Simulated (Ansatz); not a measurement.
## Compressing KNiF$_{3}$: a fit and a missing row

KNiF$_{3}$, Pm-3m, a = 4.008 Å. The structure is a COD entry; whether it is the stable form wasn't checked. Ansatz: r2SCAN, PAW, 500 eV, Γ-centred 8×8×8 mesh on 5 atoms, Gaussian smearing 0.02 eV; collinear spin, largest moment 1.7 μB. Symmetry fixes shape and atoms, so the cell is only scaled; pressure is positive in compression.

```
V (Å³/atom) P (GPa)
     11.335    15.36
     11.721    10.47
     12.108        ?
     12.494     2.91
     12.881     0.00
     13.267    -2.46
     13.653    -4.54
     14.169    -6.81
```

Q: Take V0 = 12.881 Å³/atom, fit the third-order Birch–Murnaghan form to the other rows, and predict the missing pressure.

A: With the Eulerian strain f = ½[(V0/V)^(2/3) − 1] and y = P/[3f(1 + 2f)^(5/2)], the form is the line y = B0 + 1.5 B0 (B0′ − 4) f. Rows (f, y): 0.04449, 93.0; 0.03247, 91.8; 0.01027, 89.8; -0.00975, 88.3; -0.01903, 87.6; -0.03078, 86.4. Means f = 0.004612, y = 89.483; Σ(Δf)² = 0.004416, ΣΔfΔy = 0.3772; the slope is their ratio. y = 89.09 + 85.42 f GPa, so B0 = 89.1 GPa and B0′ = 4 + 2 × (85.42)/(3 × 89.09) = 4.64. At V = 12.108, f = 0.02106, y = 90.89 and P = 6.37 GPa. The run gave 6.37 GPa, the same to the digits shown.

The state reached may not be the lowest one. The cell holds one magnetic atom, so it can only be ferromagnetic; an antiferromagnetic order may lie lower.

Symmetry holds off the tilts and polar distortions that many cubic perovskites undergo.

Cost: 8 runs of about 5.2 core-minutes in all, on Arm Neoverse V2 (shared hosts).